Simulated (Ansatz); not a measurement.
Li (9R (Sm type), space group No. 166) at seven volumes, the program Ansatz at the r²SCAN level (PAW), shape and atoms relaxed at each. One row is withheld.

```tsv
V (Å³/atom)	P (GPa)
19.105	1.43
19.735	0.89
20.365	0.42
20.995	0.00
21.624	-0.37
22.254	-0.69
22.884	?
```

Fit the shown pressures and predict the withheld one.

P = (3/2)B₀(x^(7/2) − x^(5/2))[1 + (3/4)(B′ − 4)(x − 1)] with x = (V₀/V)^(2/3). Least squares on the six rows gives V₀ = 20.995 Å³/atom, B₀ = 13.0 GPa, B′ = 3.21. At V = 22.884, x = 0.9442 and P = -0.97 GPa. The run itself gave -0.97 GPa.

Space group R-3m (9R (Sm type)). The first step of the workflow began from a Materials Project structure, measured or hypothetical; the Crystallography Open Database files this formula in space group No. 166, but the cells were not matched. It is not the phase usual at ambient conditions (space group No. 229). The cell was relaxed with r²SCAN under the symmetry of its start; of distortions, only those at the zone centre were tested.

Potentials: the later of the program's two PAW sets.
